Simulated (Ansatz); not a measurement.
**Relaxing a structure of Cr2N**

The start is a relaxed Cr2N cell displaced along its unstable phonon at q = Γ (240i cm⁻¹), largest move 0.15 Å. The cell and all atomic positions are relaxed at zero pressure with PBE (plane waves to 420 eV, PAW, scalar-relativistic; Ansatz, a first-principles code). First-step values are on the input's coarse k-mesh.

Ansatz input (later rounds restart from its end on a renewed k-mesh):
Ansatz 0.2 input:
```yaml
crystal:
  lattice:
    - [-1.252685375, 1.252685375, 4.3724433278]
    - [1.252685375, -1.252685375, 4.3724433278]
    - [1.252685375, 1.252685375, -4.3724433278]
  atoms:
    - { symbol: N, position: [0.017152881, 0.017152881, 0] }
    - { symbol: Cr, position: [0.6329369294, 0.6329369294, 1] }
    - { symbol: Cr, position: [0.3624423812, 0.3624423812, 0] }
basis: { ecutwfc: 420, ecutrho_ratio: 4, xc_grid: 2, fft_grid_basis: typed }
kpoints: { mp_grid: { grid: [14, 14, 14] } }
hamiltonian:
  xc: pbe
  dispersion: none
  pseudopotentials: { kind: paw }
scf: { occupations: { method: fermi_dirac, width: 0.05 } }
relax: { f_tol: 0.01, max_steps: 100, cell: { stress_tol: 0.02 } }
output: { forces: true, stress: true }
```

### Question
What is the largest force in the starting geometry, and on which atom (counted from 1)?

### Answer
About 0.3 eV/Å, on Cr3 (atoms numbered as listed).

### Question
By how much does the energy per atom fall from start to end?

### Answer
Under 0.01 eV/atom.

### Question
Is the parent structure recovered?

### Answer
It does not go back: it reaches I4mm (No. 107), 0.01 eV/atom below the parent.

### Question
How do the shortest distances between atoms change?

### Answer
The closest pairs of elements (up to four, under 3.6 Å), start → end: Cr–N 2.04 → 2.02 Å; Cr–Cr 2.37 → 2.41 Å; N–N 2.51 → 2.51 Å.

Final values are on a 20×20×20 k-mesh of the relaxed cell. No spin polarisation in the result. The relaxed primitive cell holds an odd number of electrons. A magnetic state may lie lower.

The run could not lose the symmetry of its start: the end is stationary, and may be a saddle point rather than a minimum.

The relaxed structure here is a generated cell of Cr2N: the first start was made by placing the elements on the sites of a structure type, and the end was not matched to a known phase here, so it may be hypothetical.
